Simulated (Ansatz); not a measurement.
Molecular dynamics on a 2×2×2 supercell (24 atoms) of SnH2 (fluorite), relaxed with r2SCAN. Forces come from PBE in the PAW code Ansatz: a Langevin thermostat at fixed volume, 100 K, steps of 1 fs. Classical nuclei, no spin polarisation; a few dozen steps show the first response, not equilibrium. The structure comes from a prototype and may be hypothetical.

```yaml
crystal:
  lattice:
    - [0.0, 5.3090160207, 5.3090160207]
    - [5.3090160207, 0.0, 5.3090160207]
    - [5.3090160207, 5.3090160207, 0.0]
  atoms:
    - { symbol: Sn, position: [0.0, 0.0, 0.0] }
    - { symbol: H, position: [0.125, 0.125, 0.125] }
    - { symbol: H, position: [0.375, 0.375, 0.375] }
    - { symbol: Sn, position: [0.0, 0.0, 0.5] }
    - { symbol: H, position: [0.125, 0.125, 0.625] }
    - { symbol: H, position: [0.375, 0.375, 0.875] }
    - { symbol: Sn, position: [0.0, 0.5, 0.0] }
    - { symbol: H, position: [0.125, 0.625, 0.125] }
    - { symbol: H, position: [0.375, 0.875, 0.375] }
    - { symbol: Sn, position: [0.0, 0.5, 0.5] }
    - { symbol: H, position: [0.125, 0.625, 0.625] }
    - { symbol: H, position: [0.375, 0.875, 0.875] }
    - { symbol: Sn, position: [0.5, 0.0, 0.0] }
    - { symbol: H, position: [0.625, 0.125, 0.125] }
    - { symbol: H, position: [0.875, 0.375, 0.375] }
    - { symbol: Sn, position: [0.5, 0.0, 0.5] }
    - { symbol: H, position: [0.625, 0.125, 0.625] }
    - { symbol: H, position: [0.875, 0.375, 0.875] }
    - { symbol: Sn, position: [0.5, 0.5, 0.0] }
    - { symbol: H, position: [0.625, 0.625, 0.125] }
    - { symbol: H, position: [0.875, 0.875, 0.375] }
    - { symbol: Sn, position: [0.5, 0.5, 0.5] }
    - { symbol: H, position: [0.625, 0.625, 0.625] }
    - { symbol: H, position: [0.875, 0.875, 0.875] }
kpoints:
  mp_grid: { grid: [2, 2, 2] }
hamiltonian:
  xc: pbe
scf:
  occupations: { method: fermi_dirac, width: 0.02 }
md:
  ensemble: nvt_langevin
  temperature: 100
  timestep: 1.0
  n_steps: 30
  initial_velocities: maxwell_boltzmann
  seed: 6405
```

Command: `ansatz run input.yaml --threads 4 --pin off --max-ram 3686MiB --backend cpu --events-out ev --progress --plain --runs-dir out`.

**Question.** What wall time did it need on 4 threads of Arm Neoverse V2 (shared host), load about 0.9 per core, and how much host memory at the peak?

**Answer.** About 71 s, with a peak of 1 GiB.

```
step  t (fs)  T (K)  free energy F from step 0 (meV/atom)  kinetic energy (meV/atom)  largest force (eV/Å)
   0       0     96                                   0.0                       12.4                  0.00
   1       1     95                                  -0.2                       12.3                  0.13
   2       2     97                                  -0.6                       12.5                  0.21
   3       3    112                                  -1.2                       14.4                  0.26
   4       4    110                                  -1.9                       14.2                  0.29
   5       5    112                                  -2.4                       14.5                  0.31
   6       6    113                                  -2.9                       14.6                  0.32
   7       7    113                                  -3.2                       14.6                  0.32
   8       8    116                                  -3.3                       15.0                  0.32
   9       9    118                                  -3.4                       15.2                  0.31
  10      10    121                                  -3.5                       15.7                  0.35
  11      11    125                                  -3.8                       16.1                  0.40
  12      12    129                                  -4.3                       16.7                  0.42
  13      13    134                                  -5.1                       17.3                  0.43
  14      14    139                                  -6.0                       17.9                  0.42
  15      15    150                                  -7.0                       19.4                  0.41
  16      16    160                                  -8.2                       20.7                  0.39
  17      17    171                                  -9.4                       22.0                  0.37
  18      18    173                                 -10.6                       22.4                  0.41
  19      19    178                                 -11.6                       23.1                  0.44
  20      20    186                                 -12.5                       24.0                  0.47
  21      21    188                                 -13.3                       24.3                  0.49
  22      22    204                                 -13.8                       26.3                  0.50
  23      23    200                                 -14.0                       25.9                  0.50
  24      24    195                                 -13.9                       25.2                  0.54
  25      25    192                                 -13.4                       24.8                  0.60
  26      26    182                                 -12.7                       23.5                  0.65
  27      27    173                                 -12.0                       22.4                  0.70
  28      28    166                                 -11.4                       21.4                  0.73
  29      29    162                                 -10.9                       21.0                  0.75
  30      30    155                                 -10.6                       20.1                  0.76
```

The temperature starts at 96 K, is lowest at step 1 (95 K, 1 fs) and ends at 155 K. The free energy ends below that of the starting lattice, which is therefore no minimum: the cell is distorting and heats up. By the last step the atoms have moved 0.40 Å in the root mean square, the drift of the whole cell taken out, 0.74 Å at most.

Positions (Å) and forces (eV/Å) at step 30:
```
Sn   0.022   0.023   0.014     0.071   0.179   0.094
H    1.197   1.537   1.291    -0.112  -0.068  -0.002
H    3.717   3.771   3.976     0.137  -0.038   0.124
Sn   2.638   2.693  -0.009    -0.068  -0.371   0.384
H    3.722   3.998   1.057     0.081  -0.179  -0.066
H    7.090   6.676   4.132    -0.216  -0.246  -0.263
Sn   2.680  -0.012   2.672     0.287   0.310   0.125
H    4.203   1.452   4.141     0.265   0.314  -0.041
H    6.467   3.738   6.100    -0.092  -0.224  -0.020
Sn   5.293   2.631   2.643     0.189   0.393   0.618
H    7.339   4.020   4.007    -0.136   0.041  -0.336
H    8.817   6.369   6.525     0.462   0.373  -0.116
Sn  -0.037   2.652   2.651     0.103  -0.060   0.017
H    1.222   3.667   3.819     0.073   0.026  -0.052
H    4.402   6.928   6.660    -0.145  -0.186  -0.209
Sn   2.673   5.315   2.651    -0.083  -0.270   0.218
H    3.873   6.444   3.744     0.071   0.076   0.048
H    6.954   9.663   6.703    -0.277  -0.257  -0.285
Sn   2.621   2.637   5.315     0.035   0.370   0.100
H    4.349   4.170   6.853    -0.123   0.014  -0.165
H    6.555   6.420   8.913    -0.095   0.100   0.034
Sn   5.320   5.297   5.312    -0.295  -0.367  -0.134
H    6.674   5.881   6.494    -0.052   0.269   0.134
H    9.625   9.795   9.205    -0.079  -0.198  -0.204
```
